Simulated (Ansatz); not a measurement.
SiNi (rock salt, Fm-3m) under volume change, PBE in the plane-wave PAW code Ansatz, scaled uniformly.

```
V (Å³/atom)  E − E(relaxed) (meV/atom)  P (GPa)
-----------  -------------------------  -------
12.115                             [?]      [?]
12.514                            23.6    10.01
12.913                             5.6     4.59
13.313                             0.0     0.00
13.712                             5.0    -3.89
14.112                             [?]      [?]
14.511                            40.4    -9.98
```

Q: Complete the blanks.

A: 
- 14.112, E − E(relaxed) (meV/atom): 18.9
- 14.112, P (GPa): -7.19
- 12.115, E − E(relaxed) (meV/atom): 56.3
- 12.115, P (GPa): 16.41

Q: What does a third-order Birch–Murnaghan fit give for V₀, B₀ and B′?

A: V₀ = 13.31 Å³/atom, B₀ = 141 GPa, B′ = 4.5.

A made-up cell: these elements were put on the sites of a structure type; neither database checked (COD, Materials Project) lists it. It is not the phase usual at ambient conditions (space group No. 62). The cell was relaxed with PBE under the symmetry of its start. At this level the phase is mechanically unstable. The workflow began spin-polarised and lost its moments.

Potentials: the later of the program's two PAW sets.
